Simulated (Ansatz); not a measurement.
Input:

ReTe₂:
```xyz
3
Lattice="1.6792 0.9695 6.9536 -1.6792 0.9695 6.9536 0.0000 -1.9390 6.9536" Properties=species:S:1:pos:R:3 pbc="T T T"
Re     0.0000     0.0000     0.0000
Te     0.0000     0.0000     5.0846
Te     0.0000     0.0000    15.7762
```

This is the LDA-relaxed structure.

**Question.** All from DFT-LDA in the program Ansatz with PAW potentials, unless another level is named. Predict the electronic character.

**Answer.** metallic (no gap).

**Question.** And the density of states at the Fermi level?

**Answer.** 0.65 states/eV per atom (mean over ±0.08 eV).

**Question.** Give the formation energy from the elements (no fitted shifts).

**Answer.** 0.28 eV/atom.

Space group R-3m. A made-up cell: these elements were put on the sites of a structure type; neither database checked (COD, Materials Project) lists it. Its standing as an ambient phase is unchecked. The LDA relaxation kept the symmetry of its start; its stability against distortions is not shown here. No spin polarisation was allowed. A crystal of weakly bound layers computed without a dispersion correction: the cell and the soft elastic constants depend strongly on that. With an odd number of electrons in the cell and no spin polarisation, the count alone makes it a metal. The references are the lowest solids computed at this level, not always the standard phases. Scalar-relativistic: spin–orbit coupling is off unless named, which matters more the heavier the elements.

Potentials: the later of the program's two PAW sets.
